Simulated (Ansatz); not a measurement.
Data sheet: Al₃Ni₂ (DFT)

Al3Ni2:
Space group P-3m1 (No. 164); a = b = 4.008 Å, c = 4.858 Å, α = β = 90.00°, γ = 120.00°

```
atom  site  symmetry       x       y       z
----  ----  --------  ------  ------  ------
Al      1a      -3m.  0.0000  0.0000  0.0000
Al      2d       3m.  0.6667  0.3333  0.3517
Ni      2d       3m.  0.3333  0.6667  0.1462
```

Space group P-3m1 (No. 164), La2O3 or Ni2Al3 type; conventional cell a = b = 4.0084 Å, c = 4.8578 Å, α = β = 90.00°, γ = 120.00°.

Method: r²SCAN in the plane-wave PAW code Ansatz. Structure relaxed to zero pressure with the same functional. Other levels are named where they apply.

**Cell and energy**

```
Quantity                                                      Result
-----------------------------------------------------  -------------
Volume per atom                                             13.52 Å³
Density                                                   4.87 g/cm³
Formation energy from the elements (no fitted shifts)  -0.64 eV/atom
```

**Electronic structure**

```
Property                                                                     Value
------------------------------------  --------------------------------------------
Electronic character                                             metallic (no gap)
Density of states at the Fermi level  0.23 states/eV per atom (mean over ±0.08 eV)
```

The first step of the workflow began from a Materials Project structure, measured or hypothetical; the Crystallography Open Database copy checked does not list it. Whether it is the stable phase at ambient conditions was not checked. The cell was relaxed with r²SCAN under the symmetry of its start; its stability against distortions is not shown here. The run is not spin-polarised. Axis ratios of metals converge slowly with the k-mesh, so a and c are less sure than the volume. The references are the lowest solids computed at this level, not always the standard phases.

Potentials: the later of the program's two PAW sets.
